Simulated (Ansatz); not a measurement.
input.yaml (Ansatz)

```yaml
crystal:
  lattice:
    - [-1.6534353361, 1.6533613222, 1.1344105857]
    - [1.6533613222, -1.6534353361, 1.1344105857]
    - [2.7041475424, 2.7041475424, -1.1345461423]
  atoms:
    - { symbol: Cr, position: [0.9999879136, 1.20864e-05, 0.0], spin: 1.5 }
    - { symbol: Cr, position: [0.7500120864, 0.2499879136, 0.5], spin: 1.5 }
hamiltonian:
  xc: lda
  pseudopotentials:
    kind: paw
    azcp:
      Cr: "pseudopotentials/Cr.paw.azcp"
basis:
  ecutwfc: 420
  fft_grid_basis: typed
kpoints:
  mp_grid: { grid: [17, 17, 9], shift: [0, 0, 0] }
magnetization:
  spin_polarized: true
scf:
  occupations: { method: fermi_dirac, width: 0.05 }
  lower_state_search: "off"
output:
  stress: true
```

and its output:

```
Warning: the record states the generating functional pbe (its physics header spells it `PBE`), which answers neither for hamiltonian.xc's functional nor for the lda family's — results may be inconsistent (PPs are generated against a specific XC)
Engine: ansatz 0.2.0, aarch64-unknown-linux-gnu
Pseudopotentials: kind: paw
Pseudopotential: Cr, paw, valence charge 14, recommended cutoff 420 eV (normal) 
Functional definition: SPW92
  exchange = slater_x
  correlation = pw_c
Crystal: 2 atoms, lattice volume = 20.288 Å³
Basis set: ecut = 420 eV, 409 PW (Γ)
Bands: 20, of which v1, the nominal top of the filled ones, is band 14 counted from 1 (13 counted from 0)
Symmetry: 4 space group operations
Space group: C2/c (ITA 15), of the structure as read, at distance tolerance 2.7e-5 Å
Magnetic group: BNS 15.85 (UNI 92), of the structure as read, at distance tolerance 2.7e-5 Å
k-points: 693 of 2601
Non-local potential: Cr, projectors of the file, l = 0: 3, l = 1: 2, l = 2: 3, l = 3: 1
PAW form: soft (Blöchl's): semilocal exchange-correlation on the pseudo side does not see the compensation charge
PAW frozen core: Cr, regenerated for the run's functional, and the local potential with it (the file was generated under x = pbe(κ = 0.804, μ = 0.2195149727645171), c = pbe(β = 0.06672455060314922))
PAW one-centre angular grid: Cr, 590 points (default); XC on 64 Gauss nodes
Initial density: superposition of atomic densities (chi_scale 0.1, normalization cell)
Starting moments: Σ|m| = 3 μB on 2 of 2 sites
Initial wavefunctions: pseudopotential atomic-orbital guess
Functional: x = slater, c = lda
SCF iter   1: F=—  HF=-6647.793644 eV  |F-HF|=—  |Δ(HF+E_count)|=         —  Δρ=2.42e-1 (↑2.42e-1 ↓6.90e-2)  dr2=9.12e0  dr2_m=3.16e0  M=0.610 μB ∫|m|=0.617 μB  β_m=0.30  ethr=3.10e-3  ⟨swp⟩=3.5  Hψ=98616  notcnv=0
SCF iter   2: F=—  HF=-6646.076029 eV  |F-HF|=—  |Δ(HF+E_count)|=    1.72e0  Δρ=1.53e-1 (↑1.53e-1 ↓5.80e-2)  dr2=2.83e0  dr2_m=1.67e0  M=0.541 μB ∫|m|=0.546 μB  β_m=0.30  ethr=3.10e-3  ⟨swp⟩=2.2  Hψ=60191  notcnv=0  defer=987
SCF iter   3: F=—  HF=-6645.403785 eV  |F-HF|=—  |Δ(HF+E_count)|=   6.72e-1  Δρ=7.31e-2 (↑6.32e-2 ↓7.31e-2)  dr2=6.17e-2  dr2_m=8.17e-1  M=0.543 μB ∫|m|=0.543 μB  β_m=0.30  ethr=3.10e-3  ⟨swp⟩=2.5  Hψ=53894  notcnv=0  defer=984
SCF iter   4: F=—  HF=-6645.447398 eV  |F-HF|=—  |Δ(HF+E_count)|=   4.36e-2  Δρ=5.86e-2 (↑5.86e-2 ↓4.87e-2)  dr2=2.10e-2  dr2_m=5.34e-1  M=0.414 μB ∫|m|=0.415 μB  β_m=0.30  ethr=2.21e-4  ⟨swp⟩=3.0  Hψ=68083  notcnv=0  defer=684
SCF iter   5: F=—  HF=-6645.498807 eV  |F-HF|=—  |Δ(HF+E_count)|=   5.14e-2  Δρ=4.32e-2 (↑4.09e-2 ↓4.32e-2)  dr2=1.00e-3  dr2_m=3.29e-1  M=0.331 μB ∫|m|=0.332 μB  β_m=0.30  ethr=7.50e-5  ⟨swp⟩=2.2  Hψ=49582  notcnv=0  defer=684
SCF iter   6: F=—  HF=-6645.538005 eV  |F-HF|=—  |Δ(HF+E_count)|=   3.92e-2  Δρ=3.38e-2 (↑3.30e-2 ↓3.38e-2)  dr2=1.57e-4  dr2_m=2.07e-1  M=0.259 μB ∫|m|=0.261 μB  β_m=0.30  ethr=3.58e-6  ⟨swp⟩=2.2  Hψ=52446  notcnv=0  defer=684
SCF iter   7: F=—  HF=-6645.561087 eV  |F-HF|=—  |Δ(HF+E_count)|=   2.31e-2  Δρ=2.65e-2 (↑2.64e-2 ↓2.65e-2)  dr2=1.16e-5  dr2_m=1.30e-1  M=0.203 μB ∫|m|=0.205 μB  β_m=0.30  ethr=5.61e-7  ⟨swp⟩=2.3  Hψ=54664  notcnv=0  defer=684
SCF iter   8: F=—  HF=-6645.574797 eV  |F-HF|=—  |Δ(HF+E_count)|=   1.37e-2  Δρ=2.10e-2 (↑2.10e-2 ↓2.09e-2)  dr2=5.17e-6  dr2_m=8.17e-2  M=0.160 μB ∫|m|=0.162 μB  β_m=0.30  ethr=4.13e-8  ⟨swp⟩=3.0  Hψ=53514  notcnv=0  defer=684
Mixer restart at iter 8: flushing history
spin-set hold released at iteration 8 (site moments contracting): the magnetisation degrees of freedom join the quasi-Newton model from the next iteration; the mixer history was flushed
SCF iter   9: F=—  HF=-6645.583395 eV  |F-HF|=—  |Δ(HF+E_count)|=   8.60e-3  Δρ=1.66e-2 (↑1.66e-2 ↓1.65e-2)  dr2=4.07e-6  dr2_m=5.11e-2  M=0.126 μB ∫|m|=0.128 μB  β_m=0.57  ethr=1.85e-8  ⟨swp⟩=3.0  Hψ=54082  notcnv=0  defer=684
SCF iter  10: F=—  HF=-6645.597604 eV  |F-HF|=—  |Δ(HF+E_count)|=   1.42e-2  Δρ=2.06e-3 (↑2.06e-3 ↓1.99e-3)  dr2=1.37e-6  dr2_m=7.62e-4  M=0.016 μB ∫|m|=0.016 μB  β_m=0.80  ethr=1.45e-8  ⟨swp⟩=3.9  Hψ=66707  notcnv=0  defer=684
SCF iter  11: F=—  HF=-6645.597836 eV  |F-HF|=—  |Δ(HF+E_count)|=   2.32e-4  Δρ=1.09e-4 (↑8.61e-5 ↓1.09e-4)  dr2=1.70e-6  dr2_m=1.21e-6  M=0.000 μB ∫|m|=0.001 μB  β_m=0.90  ethr=4.89e-9  ⟨swp⟩=2.9  Hψ=54845  notcnv=0  defer=657
SCF iter  12: F=—  HF=-6645.597840 eV  |F-HF|=—  |Δ(HF+E_count)|=   3.93e-6  Δρ=1.22e-4 (↑1.22e-4 ↓1.13e-4)  dr2=7.58e-6  dr2_m=2.40e-8  M=-0.000 μB ∫|m|=0.000 μB  β_m=0.65  ethr=4.89e-9  ⟨swp⟩=2.3  Hψ=47880  notcnv=0  defer=657
iter 13 did not close the SCF: its close was put off for a magnetic moment that had not settled (scf_convergence_deferred on its scf_iter line)
SCF iter  13: F=-6645.597837 eV  HF=-6645.597837 eV  |F-HF|=4.11e-9  |Δ(HF+E_count)|=   2.60e-6  Δρ=1.25e-5 (↑9.69e-6 ↓1.25e-5)  dr2=2.52e-8  dr2_m=1.45e-8  M=-0.000 μB ∫|m|=0.000 μB  β_m=0.72  ethr=3.57e-10  ⟨swp⟩=4.7  Hψ=119035  notcnv=0
iter 14 did not close the SCF: its close was put off for a magnetic moment that had not settled (scf_convergence_deferred on its scf_iter line)
SCF iter  14: F=-6645.597837 eV  HF=-6645.597837 eV  |F-HF|=7.59e-10  |Δ(HF+E_count)|=   9.72e-9  Δρ=2.36e-6 (↑2.36e-6 ↓2.02e-6)  dr2=1.40e-10  dr2_m=8.27e-10  M=-0.000 μB ∫|m|=0.000 μB  β_m=0.81  ethr=9.00e-11  ⟨swp⟩=1.6  Hψ=81351  notcnv=0
SCF iter  15: F=-6645.597837 eV  HF=-6645.597837 eV  |F-HF|=1.46e-11  |Δ(HF+E_count)|=  9.86e-10  Δρ=3.27e-7 (↑2.65e-7 ↓3.27e-7)  dr2=2.45e-11  dr2_m=6.49e-12  M=-0.000 μB ∫|m|=0.000 μB  ethr=1.00e-12  ⟨swp⟩=1.0  Hψ=78611  notcnv=0
WARN: the starting moments were not kept: the SCF closed with an absolute magnetisation of 1.5e-6 μB, where they sum to 3 μB in size (2 sites). That is at most 0.1 of that sum. Measured as dr2_m measures the in/out step, that magnetisation stands 4.2e-13 eV from none, at or under the dr2_threshold of 1.0e-7 eV: it is no larger than a step whose dr2_m would equal this threshold. The system may hold no moment; this SCF shows only that its start led to no more than that. To try another start: raise the starting moments (crystal.atoms[].spin, magnetization.per_species, magnetization.initial_magnetization, or on a non-collinear deck that types none of these the spinor_matrix: blocks that start its atoms; where the total moment is fixed, keep their sum and leave initial_magnetization as it is; typed ones take the place of any that the run laid by itself, positive ones on a crystal's lanthanoids without a Hubbard term where scf.initial_density.shell_occupations: [] is typed) or, if the notice of its spin-set hold's release reads "site moments contracting" or "site moments show no strong build", lengthen the hold (scf.mixing.spin_hold: { on: { confirm: 4 } }; for m-r²SCAN on two components see the key's manual first). Each may lead to a state that holds a moment. A second SCF, from the converged charge density, with the starting moments and any scf.initial_density.shell_occupations laid on it anew, would have followed, and was not run: the deck does not ask for one (magnetization.retry_lost_moments is false, the default). To let it run, set magnetization.retry_lost_moments: true and run the deck again, where that key's refused combinations let it; where memory then withholds it, that run's warning says so.
SCF 1 converged in 15 iterations: F = -6645.597837 eV  dr2 = 2.45e-11
SCF converged after 15 iterations
Magnetization: -0.0000 μB (14.0000 up, 14.0000 down)
Absolute magnetization: 0.0000 μB (∫|ρ↑−ρ↓|, with the PAW one-centre terms)
Spin contamination: 0.0000 ħ² per cell (⟨S²⟩ above its minimum at these occupations)
Per-site moments (μB) at R_I (Å): [(-3.8741845118180784e-7, 0.9358887341984794), (-3.8741845079633e-7, 0.9358887341984794)]
Free energy (F): -6645.597837 eV
Harris-Foulkes:  -6645.597837 eV  (|F-HF|=1.46e-11)
Internal energy: -6645.585396 eV  (E = F + TS)
E sigma→0 (E₀):  -6645.591617 eV
Entropy (-TS):   -0.012441 eV (-6.220 meV/atom)
Fermi energy:    22.038817 eV
--- Per-component energies (eV) ---
  E_band       = -207.825624
  E_kinetic    = 697.416086
  E_local      = -2152.792394  (includes V_loc(G=0)·N_el)
  E_nonlocal   = 170.897582
  E_hartree    = 962.087608
  E_xc         = -281.397836
  E_vxc        = -361.074562  (∫ρ·V_xc dr)
  E_paw        = -2285.404361  (= ΣΔE_a)
  E_vpaw       = -486.448387  (= ΣTr[D̂ρ^β])
  E_aug_tail   = 0.000585  (compensation charges beyond the density's cutoff)
  E_ewald      = -3757.122915
  E_core_change = 0.730249  (= ΣΔE_core)
  E_smearing   = -0.012441  (= −TS)
  E_closure    = 0.000000  (closes the sum)
  Σ components = -6645.597837   (vs F -6645.597837, Δ=0.00e0)
--- Stress (GPa, compression-positive) ---
       28.118487       0.754349       0.034338
        0.754349      28.118487       0.034338
        0.034338       0.034338      27.976985
  P = ⅓ Tr σ = 28.0713 GPa (280.713 kbar)
```
